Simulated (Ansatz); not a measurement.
The guess for Te3O7 was made by a generator: 4-, 6-connected net, bridging atoms on its edges (R-3m, No. 166). Lengths were set from tabulated atomic sizes, so they are only a guess.

```
Te O
1.0
     3.13841    1.81196    8.04866
    -3.13841    1.81196    8.04866
     0.00000   -3.62392    8.04866
Te O
3 7
Direct
  0.41606 0.41606 0.41606
  0.58394 0.58394 0.58394
  0.00000 0.00000 0.00000
  0.50000 0.50000 0.50000
  0.20803 0.20803 0.70803
  0.70803 0.20803 0.20803
  0.20803 0.70803 0.20803
  0.79197 0.29197 0.79197
  0.29197 0.79197 0.79197
  0.79197 0.79197 0.29197
```

All numbers below come from Ansatz, DFT PBE, scalar-relativistic, plane waves, PAW. Cutoff 420 eV, Gaussian smearing, Γ-centred meshes. Cell and atoms relax first on a coarse mesh and then on a finer one. In between, the cell is made exact in the group found at 0.06 Å. In metals the finer mesh still leaves noise of several meV/atom or more. The steps can't lower the symmetry of their start. No spin polarisation.

A guess keeps its type if space group and coordination stay and the shape of the cell changes little (axis ratios within about 15 %, angles within 6°); the volume may change.

Question: Will the relaxed cell still be of the starting type?

Answer: It keeps its type. The symmetry stays R-3m (No. 166). The volume per atom shrinks by 9.3 %, from 27.5 to 24.9 Å³. The shortest distance goes from 2.03 Å (Te–O) to 1.91 Å (Te–O). The ratio c/a of the conventional cell changes by a factor of 1.05. Counting neighbours within 15 % of an atom's shortest distance, the start has O 2, Te 4/6 and the end O 2, Te 4/6.

The zero of energy is the elements' standard structures at the same level (O₂ as a molecule); no fitted shifts are applied.

Question: At what energy does it end?

Answer: −0.72 eV/atom. A negative formation energy is needed for stability but isn't enough: competing phases decide.

The last run used a 6×6×6 mesh for its 10-atom cell and Gaussian smearing of 0.10 eV. These runs have no spin–orbit coupling, which can matter for Te. The reference form of Te is held partly by dispersion forces, which this level lacks. A structure relaxed within its symmetry needn't be a true minimum.

In counts of neighbours, a slash parts the counts of unlike sites.
